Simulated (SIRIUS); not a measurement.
Set-up for a self-consistent single point of CdHgSe₂ (P-4m2, 4 atoms in the cell; from Materials Project mp-1226729, changed as shown).

```yaml
crystal:
  lattice:
    - [4.27695, 0.00000, 0.00000]
    - [0.00000, 4.27695, 0.00000]
    - [0.00000, 0.00000, 6.03606]
  atoms:
    - { symbol: Cd, position: [0.50000, 0.50000, 0.50000] }
    - { symbol: Hg, position: [0.00000, 0.00000, 0.00000] }
    - { symbol: Se, position: [0.00000, 0.50000, 0.25301] }
    - { symbol: Se, position: [0.50000, 0.00000, 0.74699] }
```

Method: LDA (PW92), GBRV LDA ultrasoft pseudopotentials (plane waves; SIRIUS).

SIRIUS settings:

- parameters.ngridk = 6 6 6
- parameters.xc_functionals = [XC_LDA_X, XC_LDA_C_PW]
- parameters.gk_cutoff = 6.325 1/bohr
- parameters.pw_cutoff = 14.143 1/bohr
- parameters.smearing = fermi_dirac
- parameters.smearing_width = 0.00367493 Ha
- potentials = GBRV LDA ultrasoft pseudopotentials
- parameters.electronic_structure_method = pseudopotential
- parameters.num_bands = 22
- parameters.num_mag_dims = 0
- parameters.num_dft_iter = 100
- parameters.energy_tol = 1e-07 Ha
- parameters.density_tol = 1e-06
- mixer.type = broyden2
- mixer.beta = 0.5
- mixer.use_hartree = false

Results:

| Property | Value |
|---|---|
| Number of valence electrons | 36 |
| Number of bands | 22 |
| Number of k-points after the program's reduction | 40 |
| Number of plane waves (most at a k-point) | 3220 |
| Number of SCF iterations | 29 |
| FFT grid | 40 × 40 × 54 |
| Free energy E − TS | -4198.1690 eV |
| Fermi level (on the code's own zero) | 5.98 eV |
| Pressure | -0.11 GPa |
| Largest force (vector length) | 0.001 eV/Å |

Stress (GPa, positive for compression):
```
-0.09   0.00   0.00
 0.00  -0.09   0.00
 0.00   0.00  -0.14
```

For comparison: a first run was changed to give this one (lattice scaled by 0.98), and from it to this one the free energy falls by 17.1 meV/atom, the pressure goes from -3.12 to -0.11 GPa and the largest force goes from 0.011 to 0.001 eV/Å.

The structure comes from a collection of computed structures, made at another level of theory; the collection holds predicted forms beside known ones. No clean gap shows at this smearing width and mesh (spacing up to 0.24 Å⁻¹); the mesh is coarse for partly filled bands, so the values carry mesh errors. Semi-local functionals can close small gaps.

Cost on one core: roughly 110 core-seconds.
